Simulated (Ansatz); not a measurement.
Ansatz input file:

```yaml
crystal:
  lattice:
    - [4.92186618, 0.0, 0.0]
    - [0.0, 4.92186618, 0.0]
    - [0.0, 0.0, 4.92186618]
  atoms:
    - { symbol: Ga, position: [0.0929779, 0.0929779, 0.0929779] }
    - { symbol: Ga, position: [0.4070221, 0.9070221, 0.5929779] }
    - { symbol: Ga, position: [0.9070221, 0.5929779, 0.4070221] }
    - { symbol: Ga, position: [0.5929779, 0.4070221, 0.9070221] }
    - { symbol: Pt, position: [0.39943358, 0.39943358, 0.39943358] }
    - { symbol: Pt, position: [0.10056642, 0.60056642, 0.89943358] }
    - { symbol: Pt, position: [0.60056642, 0.89943358, 0.10056642] }
    - { symbol: Pt, position: [0.89943358, 0.10056642, 0.60056642] }
basis:
  ecutwfc: 500
kpoints:
  mp_grid: { grid: [8, 8, 8] }
hamiltonian:
  xc: r2scan
scf:
  occupations: { method: gaussian, width: 0.1 }
output:
  forces: true
  stress: true
  eigenvalues: true
relax:
  adjacent_minimum: "off"
  f_tol: 0.005
  max_steps: 80
  cell: { stress_tol: 0.05 }
```

Launched with
```bash
ansatz run input.yaml --threads 2 --pin off --max-ram 5120MiB --backend cpu --events-out ev --progress --plain --runs-dir out
```

These are results of DFT r2SCAN, scalar-relativistic, plane waves, PAW in Ansatz, not measurements.

Abridged output:

```
Pseudopotentials: kind: paw
Pseudopotential: Ga, paw, valence charge 13, recommended cutoff 500 eV (meta_gga)
Pseudopotential: Pt, paw, valence charge 18, recommended cutoff 500 eV (meta_gga)
Functional definition: r2SCAN
Crystal: 8 atoms, lattice volume = 119.231 Å³
Basis set: ecut = 500 eV, 2969 PW (Γ), exchange–correlation on 144×144×144 points (64 copies of the dense FFT grid, shifted against one another)
Bands: 75, of which v1, the nominal top of the filled ones, is band 62 counted from 1 (61 counted from 0)
Symmetry: 12 space group operations
Space group: P213 (ITA 198), of the structure as read, at distance tolerance 4.9e-5 Å
k-points: 45 of 512 (time reversal used)
Initial density: superposition of atomic densities (neutral atoms: chi_scale 0, normalization atom), corrected by the library's trained network
Initial wavefunctions: pseudopotential atomic-orbital guess
Functional: x = r2scan, c = r2scan; τ floored in thin density (d = 2e-4 eV/Å³)
SCF iter   1: F=—  HF=-65313.615956 eV  |F-HF|=—  |Δ(HF+E_count)|=         —  Δρ=1.41e-2  dr2=1.82e-1  dr2_τ=5.18e-2  ethr=1.77e-3  ⟨swp⟩=5.2  Hψ=11542  notcnv=0  defer=73
SCF iter   2: F=—  HF=-65313.631475 eV  |F-HF|=—  |Δ(HF+E_count)|=   1.55e-2  Δρ=5.69e-3  dr2=3.00e-2  dr2_τ=3.27e-3  ethr=1.47e-4  ⟨swp⟩=2.0  Hψ=6323  notcnv=0  defer=260
SCF iter   3: F=—  HF=-65313.632192 eV  |F-HF|=—  |Δ(HF+E_count)|=   7.17e-4  Δρ=2.74e-3  dr2=4.20e-3  dr2_τ=3.23e-4  ethr=2.42e-5  ⟨swp⟩=2.0  Hψ=4111  notcnv=0  defer=260
SCF iter   4: F=—  HF=-65313.632669 eV  |F-HF|=—  |Δ(HF+E_count)|=   4.76e-4  Δρ=8.66e-4  dr2=7.02e-4  dr2_τ=3.84e-5  ethr=3.38e-6  ⟨swp⟩=2.0  Hψ=4232  notcnv=0  defer=260
SCF iter   5: F=—  HF=-65313.632904 eV  |F-HF|=—  |Δ(HF+E_count)|=   2.35e-4  Δρ=2.78e-4  dr2=9.94e-5  dr2_τ=2.48e-6  ethr=5.66e-7  ⟨swp⟩=2.0  Hψ=5428  notcnv=0  defer=260
SCF iter   6: F=—  HF=-65313.632981 eV  |F-HF|=—  |Δ(HF+E_count)|=   7.78e-5  Δρ=7.49e-5  dr2=4.20e-6  dr2_τ=4.43e-7  ethr=8.02e-8  ⟨swp⟩=2.2  Hψ=5871  notcnv=0  defer=260
SCF iter   7: F=—  HF=-65313.632986 eV  |F-HF|=—  |Δ(HF+E_count)|=   4.90e-6  Δρ=2.73e-5  dr2=9.89e-7  dr2_τ=3.06e-8  ethr=3.39e-9  ⟨swp⟩=2.0  Hψ=5382  notcnv=0  defer=260
SCF iter   8: F=-65313.632987 eV  HF=-65313.632987 eV  |F-HF|=8.99e-9  |Δ(HF+E_count)|=   6.93e-7  Δρ=7.49e-6  dr2=7.52e-8  dr2_τ=6.85e-9  ethr=8.06e-11  ⟨swp⟩=7.9  Hψ=16245  notcnv=0
SCF 1 converged in 8 iterations: F = -65313.632987 eV  dr2 = 7.52e-8
relax step   1: F+E_penalty+E_count = -65313.63298698 eV  Δ(F+E_penalty+E_count) = +0.000e0 eV  max|allowed force component| = 9.798e-3 eV/Å  Δτ_max = 0.0000 Å  P = -0.332 GPa  Ω = 119.231 Å³  (8 SCF iters, dr2 threshold 1.00e-7 eV, accepted)
Crystal: 8 atoms, lattice volume = 118.884 Å³
Initial density: handed on by an earlier stage of this run
Initial wavefunctions: those handed on with the density
SCF iter   1: F=—  HF=-65313.631527 eV  |F-HF|=—  |Δ(HF+E_count)|=         —  Δρ=3.99e-4  dr2=2.66e-4  dr2_τ=2.45e-3  ethr=2.23e-7  ⟨swp⟩=2.0  Hψ=13116  notcnv=0
SCF iter   2: F=—  HF=-65313.633332 eV  |F-HF|=—  |Δ(HF+E_count)|=   1.81e-3  Δρ=1.45e-4  dr2=1.19e-5  dr2_τ=1.22e-5  ethr=2.14e-7  ⟨swp⟩=2.0  Hψ=5990  notcnv=0
SCF iter   3: F=—  HF=-65313.633336 eV  |F-HF|=—  |Δ(HF+E_count)|=   4.26e-6  Δρ=9.09e-5  dr2=5.90e-6  dr2_τ=5.40e-7  ethr=9.56e-9  ⟨swp⟩=2.0  Hψ=4275  notcnv=0
SCF iter   4: F=—  HF=-65313.633338 eV  |F-HF|=—  |Δ(HF+E_count)|=   2.31e-6  Δρ=4.25e-5  dr2=1.46e-6  dr2_τ=9.84e-8  ethr=4.76e-9  ⟨swp⟩=2.2  Hψ=5558  notcnv=0
SCF iter   5: F=-65313.633338 eV  HF=-65313.633338 eV  |F-HF|=9.15e-8  |Δ(HF+E_count)|=   4.26e-7  Δρ=1.34e-5  dr2=2.64e-7  dr2_τ=7.52e-9  ethr=2.23e-10  ⟨swp⟩=3.0  Hψ=13521  notcnv=0
SCF 2 converged in 5 iterations: F = -65313.633338 eV  dr2 = 2.64e-7
relax step   2: F+E_penalty+E_count = -65313.63333780 eV  Δ(F+E_penalty+E_count) = -3.508e-4 eV  max|allowed force component| = 5.139e-3 eV/Å  Δτ_max = 0.0013 Å  P = +0.254 GPa  Ω = 118.884 Å³  energy of the carried Pulay correction = +1.833e-4 eV  (5 SCF iters, dr2 threshold 2.76e-7 eV, accepted)
Crystal: 8 atoms, lattice volume = 119.023 Å³
SCF iter   1: F=—  HF=-65313.633164 eV  |F-HF|=—  |Δ(HF+E_count)|=         —  Δρ=1.55e-4  dr2=4.39e-5  dr2_τ=2.41e-4  ethr=3.59e-8  ⟨swp⟩=2.0  Hψ=12729  notcnv=0
SCF iter   2: F=—  HF=-65313.633396 eV  |F-HF|=—  |Δ(HF+E_count)|=   2.32e-4  Δρ=5.09e-5  dr2=1.50e-6  dr2_τ=2.07e-6  ethr=3.54e-8  ⟨swp⟩=2.0  Hψ=5989  notcnv=0
SCF iter   3: F=—  HF=-65313.633396 eV  |F-HF|=—  |Δ(HF+E_count)|=   6.01e-7  Δρ=3.23e-5  dr2=8.13e-7  dr2_τ=7.30e-8  ethr=1.30e-10  ⟨swp⟩=6.2  Hψ=14375  notcnv=0
SCF iter   4: F=—  HF=-65313.633397 eV  |F-HF|=—  |Δ(HF+E_count)|=   2.26e-7  Δρ=1.30e-5  dr2=2.15e-7  dr2_τ=9.25e-9  ethr=6.56e-10  ⟨swp⟩=2.3  Hψ=5705  notcnv=0
SCF iter   5: F=-65313.633396 eV  HF=-65313.633396 eV  |F-HF|=3.24e-8  |Δ(HF+E_count)|=   7.75e-8  Δρ=4.71e-6  dr2=5.25e-8  dr2_τ=1.23e-9  ethr=1.30e-10  ⟨swp⟩=4.0  Hψ=11569  notcnv=0
SCF 3 converged in 5 iterations: F = -65313.633396 eV  dr2 = 5.25e-8
relax step   3: F+E_penalty+E_count = -65313.63339646 eV  Δ(F+E_penalty+E_count) = -5.866e-5 eV  max|allowed force component| = 5.564e-3 eV/Å  Δτ_max = 0.0003 Å  P = +0.025 GPa  Ω = 119.023 Å³  energy of the carried Pulay correction = +1.097e-4 eV  (5 SCF iters, dr2 threshold 1.61e-7 eV, accepted)
Crystal: 8 atoms, lattice volume = 119.032 Å³
SCF iter   1: F=—  HF=-65313.633232 eV  |F-HF|=—  |Δ(HF+E_count)|=         —  Δρ=1.64e-4  dr2=1.66e-5  dr2_τ=4.44e-4  ethr=1.40e-8  ⟨swp⟩=2.0  Hψ=10583  notcnv=0
SCF iter   2: F=—  HF=-65313.633407 eV  |F-HF|=—  |Δ(HF+E_count)|=   1.75e-4  Δρ=8.91e-5  dr2=3.07e-6  dr2_τ=1.68e-7  ethr=1.34e-8  ⟨swp⟩=2.0  Hψ=6171  notcnv=0
SCF iter   3: F=—  HF=-65313.633420 eV  |F-HF|=—  |Δ(HF+E_count)|=   1.34e-5  Δρ=2.31e-5  dr2=4.23e-7  dr2_τ=7.68e-8  ethr=2.47e-9  ⟨swp⟩=2.0  Hψ=4412  notcnv=0
SCF iter   4: F=—  HF=-65313.633420 eV  |F-HF|=—  |Δ(HF+E_count)|=   1.87e-7  Δρ=7.62e-6  dr2=7.50e-8  dr2_τ=1.42e-9  ethr=3.41e-10  ⟨swp⟩=2.0  Hψ=5377  notcnv=0
SCF iter   5: F=—  HF=-65313.633420 eV  |F-HF|=—  |Δ(HF+E_count)|=   1.37e-8  Δρ=3.97e-6  dr2=2.22e-8  dr2_τ=6.83e-10  ethr=6.05e-11  ⟨swp⟩=2.0  Hψ=5336  notcnv=0
SCF iter   6: F=—  HF=-65313.633420 eV  |F-HF|=—  |Δ(HF+E_count)|=   1.23e-8  Δρ=1.35e-6  dr2=3.55e-9  dr2_τ=7.34e-11  ethr=1.79e-11  ⟨swp⟩=2.0  Hψ=5357  notcnv=0
SCF iter   7: F=-65313.633420 eV  HF=-65313.633420 eV  |F-HF|=1.02e-10  |Δ(HF+E_count)|=   1.21e-9  Δρ=5.84e-7  dr2=3.00e-10  dr2_τ=1.86e-11  ethr=1.56e-12  ⟨swp⟩=4.0  Hψ=11193  notcnv=0
SCF 4 converged in 7 iterations: F = -65313.633420 eV  dr2 = 3.00e-10
relax step   4: F+E_penalty+E_count = -65313.63342034 eV  Δ(F+E_penalty+E_count) = -2.388e-5 eV  max|allowed force component| = 4.248e-3 eV/Å  Δτ_max = 0.0008 Å  P = +0.022 GPa  Ω = 119.032 Å³  energy of the carried Pulay correction = +1.051e-4 eV  (7 SCF iters, dr2 threshold 1.94e-9 eV, accepted)
Initial wavefunctions: pseudopotential atomic-orbital guess (no wavefunctions were taken with the density)
SCF iter   1: F=—  HF=-65313.633320 eV  |F-HF|=—  |Δ(HF+E_count)|=         —  Δρ=3.65e-6  dr2=3.40e-9  dr2_τ=1.85e-8  ethr=2.99e-8  ⟨swp⟩=4.0  Hψ=22451  notcnv=0
SCF iter   2: F=—  HF=-65313.633329 eV  |F-HF|=—  |Δ(HF+E_count)|=   9.05e-6  Δρ=2.41e-6  dr2=2.42e-9  dr2_τ=6.31e-10  ethr=2.74e-12  ⟨swp⟩=3.0  Hψ=8395  notcnv=0
SCF iter   3: F=—  HF=-65313.633329 eV  |F-HF|=—  |Δ(HF+E_count)|=  6.40e-10  Δρ=6.56e-7  dr2=2.53e-10  dr2_τ=1.36e-10  ethr=1.95e-12  ⟨swp⟩=2.0  Hψ=5449  notcnv=0
SCF iter   4: F=-65313.633329 eV  HF=-65313.633329 eV  |F-HF|=2.91e-11  |Δ(HF+E_count)|=  1.31e-10  Δρ=2.32e-7  dr2=5.47e-11  dr2_τ=6.48e-12  ethr=1.00e-12  ⟨swp⟩=6.0  Hψ=13543  notcnv=0
SCF 5 converged in 4 iterations: F = -65313.633329 eV  dr2 = 5.47e-11
SCF converged after 4 iterations
Free energy (F): -65313.633329 eV
Harris-Foulkes:  -65313.633329 eV  (|F-HF|=2.91e-11)
Internal energy: -65313.624458 eV  (E = F + TS)
E sigma→0 (E₀):  -65313.628893 eV
Entropy (-TS):   -0.008871 eV (-1.109 meV/atom)
Fermi energy:    18.302055 eV
--- Per-component energies (eV) ---
  E_band       = -689.009752
  E_kinetic    = 3021.941737
  E_local      = -12664.172551  (includes V_loc(G=0)·N_el)
  E_nonlocal   = 2520.269500
  E_hartree    = 5417.048543
  E_xc         = -1253.906177
  E_vxc        = -1596.462900  (∫ρ·V_xc dr)
  E_paw        = -45943.576964  (= ΣΔE_a)
  E_vpaw       = -2905.151327  (= ΣTr[D̂ρ^β])
  E_aug_tail   = 0.000445  (compensation charges beyond the density's cutoff)
  E_vtau       = 100.467356  (kinetic-family band-sum trace: ∫τ·v_τ [+ j·A + Jᵃ·Aᵃ] dr)
  E_ewald      = -16407.690734
  E_core_change = -3.538257  (= ΣΔE_core)
  E_smearing   = -0.008871  (= −TS)
--- Forces (eV/Å), atoms counted from 1 ---
  atom   1  Ga     0.00149666     0.00149666     0.00149666
  atom   2  Ga    -0.00149666    -0.00149666     0.00149666
  atom   3  Ga    -0.00149666     0.00149666    -0.00149666
  atom   4  Ga     0.00149666    -0.00149666    -0.00149666
  atom   5  Pt    -0.00424921    -0.00424921    -0.00424921
  atom   6  Pt     0.00424921     0.00424921    -0.00424921
  atom   7  Pt     0.00424921    -0.00424921     0.00424921
  atom   8  Pt    -0.00424921     0.00424921     0.00424921
--- Stress (GPa, compression-positive) ---
        0.021577       0.000000       0.000000
        0.000000       0.021577       0.000000
        0.000000       0.000000       0.021577
  P = ⅓ Tr σ = 0.0216 GPa (0.216 kbar)
--- Band table (eV; the first three rows and the last of 45) ---
  k-point 0: bands = ["-82.3709", "-82.3642", "-82.3642", "-82.3642", "-36.0792", "-36.0792", "-36.0792", "-36.0387", "-36.0387", "-36.0387", "-36.0174", "-35.9869", "-35.9869", "-35.9615", "-35.9615", "-35.9615", "2.6951", "2.6951", "2.6951", "2.7108", "2.7108", "2.7108", "2.7696", "2.7696", "2.7696", "2.7890", "2.8052", "2.8052", "2.8352", "2.8352", "2.8352", "2.8912", "2.8912", "2.8912", "2.9003", "2.9003", "5.9982", "10.5411", "10.5411", "10.5411", "12.7146", "12.7146", "12.7146", "13.3657", "13.3657", "13.3657", "13.4353", "14.0829", "14.0829", "14.0829", "14.1051", "14.1051", "15.1817", "15.1817", "15.1817", "16.2574", "16.2574", "16.7344", "16.7344", "16.7344", "18.0975", "18.0975", " ...
  k-point 1: bands = ["-82.3707", "-82.3650", "-82.3641", "-82.3636", "-36.0847", "-36.0802", "-36.0719", "-36.0474", "-36.0410", "-36.0274", "-36.0190", "-35.9862", "-35.9847", "-35.9632", "-35.9630", "-35.9610", "2.6865", "2.6903", "2.6992", "2.7096", "2.7099", "2.7219", "2.7606", "2.7745", "2.7778", "2.7942", "2.7998", "2.8017", "2.8276", "2.8334", "2.8391", "2.8766", "2.8858", "2.8959", "2.9074", "2.9076", "6.1170", "10.1591", "10.5708", "10.7720", "12.4819", "12.7001", "12.8763", "13.1499", "13.2409", "13.6538", "13.7096", "13.7958", "13.8095", "14.0585", "14.2610", "14.4029", "15.0372", "15.1955", "15.3895", "16.1962", "16.2563", "16.2863", "16.6534", "17.1354", "17.7957", "18.0183", " ...
  k-point 2: bands = ["-82.3702", "-82.3660", "-82.3639", "-82.3634", "-36.0879", "-36.0825", "-36.0641", "-36.0519", "-36.0465", "-36.0235", "-36.0148", "-35.9846", "-35.9795", "-35.9671", "-35.9656", "-35.9618", "2.6762", "2.6866", "2.7010", "2.7083", "2.7126", "2.7385", "2.7520", "2.7698", "2.7849", "2.7924", "2.7932", "2.8130", "2.8203", "2.8275", "2.8403", "2.8657", "2.8772", "2.8851", "2.9187", "2.9222", "6.4694", "9.5145", "10.6525", "10.9284", "12.2105", "12.6545", "13.0428", "13.1265", "13.1850", "13.6156", "13.6260", "13.8196", "13.8979", "14.1347", "14.4587", "14.6571", "14.9260", "15.2213", "15.6803", "15.9716", "16.0670", "16.0738", "16.6988", "16.8974", "17.7828", "17.9386", "1 ...
  k-point 44: bands = ["-82.3659", "-82.3659", "-82.3659", "-82.3659", "-36.0774", "-36.0774", "-36.0774", "-36.0774", "-36.0172", "-36.0172", "-36.0172", "-36.0172", "-35.9633", "-35.9633", "-35.9633", "-35.9633", "2.7020", "2.7020", "2.7020", "2.7020", "2.7315", "2.7315", "2.7315", "2.7315", "2.7801", "2.7801", "2.7801", "2.7801", "2.8565", "2.8565", "2.8565", "2.8565", "2.8772", "2.8772", "2.8772", "2.8772", "10.1323", "10.1323", "10.1323", "10.1323", "11.7695", "11.7695", "11.7695", "11.7695", "13.5650", "13.5650", "13.5650", "13.5650", "13.8841", "13.8841", "13.8841", "13.8841", "15.6355", "15.6355", "15.6355", "15.6355", "15.9094", "15.9094", "15.9094", "15.9094", "17.4085", "17.4085", ...
--- Relaxed structure (4 steps of the walk, 4 accepted, 1 SCFs on fresh bases) ---
  F+E_penalty+E_count = -65313.63332863 eV   max|allowed force component| = 4.249e-3 eV/Å   (the final SCF, on the basis selected at the relaxed cell)
  cell:  # Å, volume = 119.0321 Å³
    - [4.91912728, 0.0, 0.0]
    - [0.0, 4.91912728, 0.0]
    - [0.0, 0.0, 4.91912728]
  atoms:
    - { symbol: Ga, position: [0.09281608, 0.09281608, 0.09281608] }
    - { symbol: Ga, position: [0.40718391, 0.90718391, 0.59281608] }
    - { symbol: Ga, position: [0.90718391, 0.59281608, 0.40718391] }
    - { symbol: Ga, position: [0.59281608, 0.40718391, 0.90718391] }
    - { symbol: Pt, position: [0.39916716, 0.39916716, 0.39916716] }
    - { symbol: Pt, position: [0.10083283, 0.60083283, 0.89916716] }
    - { symbol: Pt, position: [0.60083283, 0.89916716, 0.10083283] }
    - { symbol: Pt, position: [0.89916716, 0.10083283, 0.60083283] }
```

The relaxation met its thresholds.

Time: 2.2 min on 2 threads of Intel(R) Xeon(R) Platinum 8488C (Sapphire Rapids), with other jobs on the host, peak memory 0.87 GiB.

Spin–orbit coupling is left out, which can shift energies with elements as heavy as these.